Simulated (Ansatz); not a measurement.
# Squeezing VH2

```
V H
1.0
     0.00000    2.13550    2.13550
     2.13550    0.00000    2.13550
     2.13550    2.13550    0.00000
V H
1 2
Direct
  0.00000 0.00000 0.00000
  0.25000 0.25000 0.25000
  0.75000 0.75000 0.75000
```

The base volume is that of a database entry, with shape and atoms relaxed on PAW files at held volume, so it needn't be at zero pressure; the structure needn't be the stable phase, at rest or compressed.

Its volume is scaled, and at each volume shape and atoms are relaxed on PAW files; all methods then take that cell.

Level of theory: DFT with LDA, scalar-relativistic, in Ansatz 0.2.0; a Γ-centred 15×15×15 k mesh, Fermi–Dirac smearing of 0.05 eV, spin-polarised from start moments V1 1.5 μB. LAPW: all electrons, basis error target 1 meV/atom; PAW: frozen-core files, cutoff 420 eV.

Energies are extrapolated to zero smearing and count from the unscaled cell; pressure is positive in compression; gaps take the mesh and a band path. No temperature or zero-point motion is included.

The start moments died away, and the runs ended non-magnetic. The PAW files were made under PBE.

```tsv
V/V0	V (Å³/atom)	P LAPW (GPa)	ΔE LAPW (eV/atom)	P PAW − LAPW (GPa)	ΔE PAW − LAPW (meV/atom)	space group	shortest distance (Å)
1.00	6.49	-16.18	0.000	-0.01	0.0	Fm-3m	1.849
0.70	4.54	86.9	?	-0.25	-1.2	Fm-3m	1.642
0.55	3.57	269.5	1.253	-0.56	-3.6	Fm-3m	1.515
0.50	3.25	385.9	1.910	-0.93	-5.1	Fm-3m	1.468
```

Problem. Give the missing entry: row "0.70", column "ΔE LAPW (eV/atom)".

Solution. 0.259.

Problem. From the table, what is the rise of the enthalpy H = E + pV up to the last row, and how stiff is the crystal between the last two rows?

Solution. ΔH = 1.910 eV + (385.9 GPa × 3.25 Å³ + 16.18 GPa × 6.49 Å³) × 0.006242 eV/(GPa·Å³) = 10.38 eV/atom, of which pV makes 82 %. The mean bulk modulus there is −ΔP/Δln V = 1220 GPa.

Problem. How do the Löwdin populations by LAPW change from the unscaled cell to the last row?

Solution. V 3s 1.97 → 1.89, V 4s 0.43 → 0.37, V 3d 4.13 → 4.63, H 1s 1.19 → 1.03 electrons an atom. These are projections on the shells that the free atoms fill; 0.10 e a cell lies outside them at the start and 0.08 e at the end.
